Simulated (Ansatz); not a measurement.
Relaxed candidate structures of TaRu:

A. I4mm (No. 107), tI4; a = b = 3.117 Å, c = 7.599 Å, α = β = γ = 90.00°; Ru 2a (0.000, 0.000, 0.475); Ta 2a (0.000, 0.000, 0.147)

B. P6₃/mmc (No. 194), hP8; a = b = 2.953 Å, c = 16.756 Å, α = β = 90.00°, γ = 120.00°; Ta 4f (0.333, 0.667, 0.125); Ru 2a (0.000, 0.000, 0.000); Ru 2d (0.667, 0.333, 0.250)

C. P2₁3 (No. 198), cP8, AFLOW prototype AB_cP8_198_a_a (B20, as in FeSi); a = b = c = 5.024 Å, α = β = γ = 90.00°; Ru 4a (0.855, 0.855, 0.855); Ta 4a (0.155, 0.155, 0.155)

D. Cmmm (No. 65), oS8, AFLOW prototype AB_oC8_65_j_g (as in VIr); a = 6.1011 Å, b = 6.7396 Å, c = 3.0128 Å, α = 90.00°, β = 90.00°, γ = 90.00°; Ru 4j (0.500, 0.271, 0.500); Ta 4g (0.264, 0.000, 0.000)

E. Pm-3m (No. 221), cP2, CsCl type; a = b = c = 3.1396 Å, α = β = γ = 90.00°; Ta 1b (0.500, 0.500, 0.500); Ru 1a (0.000, 0.000, 0.000)

Question: Order them by energy per atom (lowest first) at the level PBEsol (plane waves to 420 eV, PAW, scalar-relativistic; Ansatz, a program for electronic structure).

Answer: D (reference), E (+0.06 eV/atom), C (+0.19 eV/atom), B (+0.32 eV/atom), A (+0.73 eV/atom)

The lowest structure calculated, P2/m, mP8, is not among these; it lies 0.01 eV/atom below the lowest of them. Each run could gain symmetry but not lose that of its start, so entries can be saddle points. From databases, or of a type measured for this composition: Pm-3m, cP2, CsCl type; the others are generated cells (placed on structure types, drawn at random, substituted or restacked) that were not matched to a known phase here. The real structure of this composition may not be among these. Energies are at zero temperature and pressure, without zero-point motion. No spin polarisation in the result.
